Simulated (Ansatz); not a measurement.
This Ti2Ge6Mo structure is the end of a relaxation. The cell was found from a structure generator's guess, not taken from experiment.

These are results of Ansatz, DFT PBE, scalar-relativistic, plane waves, PAW, not measurements. Cutoff 420 eV, Γ-centred mesh, Gaussian smearing, no spin polarisation.

```xyz
9
Lattice="0.0000 4.2424 7.1423 2.3717 0.0000 7.1423 2.3717 4.2424 0.0000" Properties=species:S:1:pos:R:3 pbc="T T T"
Ti    2.3717    4.2424    9.5662
Ti    2.3717    4.2424    4.7183
Ge    2.3717    2.8653    2.3453
Ge    2.3717    2.8668    7.1423
Ge    2.3717    2.8653   11.9392
Ge    2.3717    5.6194    2.3453
Ge    2.3717    5.6180    7.1423
Ge    2.3717    5.6194   11.9392
Mo    0.0000    0.0000    0.0000
```

The zero of energy is the elements' standard structures at the same level; no fitted shifts are applied.

Q: What space group does it have?

A: Fmmm (No. 69). Conventional cell: a = 4.743 Å, b = 8.485 Å, c = 14.285 Å. Ti is surrounded by 10 Ge at 2.74–2.87 Å, 2 Ti at 3.30 Å and 2 Mo at 3.39 Å; around Ge on a site of symmetry m lie 1 Mo at 2.72 Å, 4 Ti at 2.74–2.87 Å, 5 Ge at 2.75–2.87 Å and 4 Ge at 3.34–3.41 Å; Ge on a site of symmetry m2m has 3 Mo at 2.74–2.87 Å, 5 Ge at 2.75–2.80 Å, 2 Ti at 2.79 Å and 4 Ge at 3.34 Å; Mo has 10 Ge at 2.72–2.87 Å and 4 Ti at 3.39 Å.

Q: How far does it lie from the elements in energy?

A: −0.25 eV/atom. A negative formation energy is needed for stability but isn't enough: competing phases decide.

Q: Is it a metal?

A: Yes, bands cross the Fermi level on the 10×10×10 mesh.

The last run used a 10×10×10 mesh for its 9-atom cell and Gaussian smearing of 0.10 eV. A later test with randomly moved atoms came back to the same energy, though modes that don't fit the test's cell weren't probed.
